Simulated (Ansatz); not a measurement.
AlNi$_{3}$ (Cu3Au type) was relaxed and computed twice in Ansatz (plane waves, PAW), once with PBE and once with r²SCAN.

|  | run 1 | run 2 |
|---|---|---|
| cell | a = 3.567 Å, b = 3.567 Å, c = 3.567 Å, α = 90.00°, β = 90.00°, γ = 90.00° | a = 3.526 Å, b = 3.526 Å, c = 3.526 Å, α = 90.00°, β = 90.00°, γ = 90.00° |
| ΔH_f (eV/atom) | -0.43 | -0.43 |
| B₀ by P(V) fit (GPa) | 182 | 202 |
| K_Hill (GPa) | 181 | 202 |
| G_Hill (GPa) | 83.5 | 99.4 |
| Θ_D (K) | 496 | 538 |
| spin order and moments (μB) | ferromagnetic; net 0.19 per atom; largest site about 0.3 | ferromagnetic; net 0.23 per atom; largest site about 0.4 |

Task: Which run used which functional?

Result: Run 1 is PBE, run 2 is r²SCAN.

Spin orders computed, not proven ground states: AlNi3, Cu3Au type with PBE ferromagnetic; AlNi3, Cu3Au type with r²SCAN ferromagnetic. All cells were relaxed under the symmetry of their starts (and spin orders); stability against distortions was not tested throughout.

Potentials: the later of the program's two PAW sets.

Ansatz (an electronic-structure program) is a plane-wave DFT program.

Formation energies count from the lowest solids of the elements computed at the same level, not from gases.
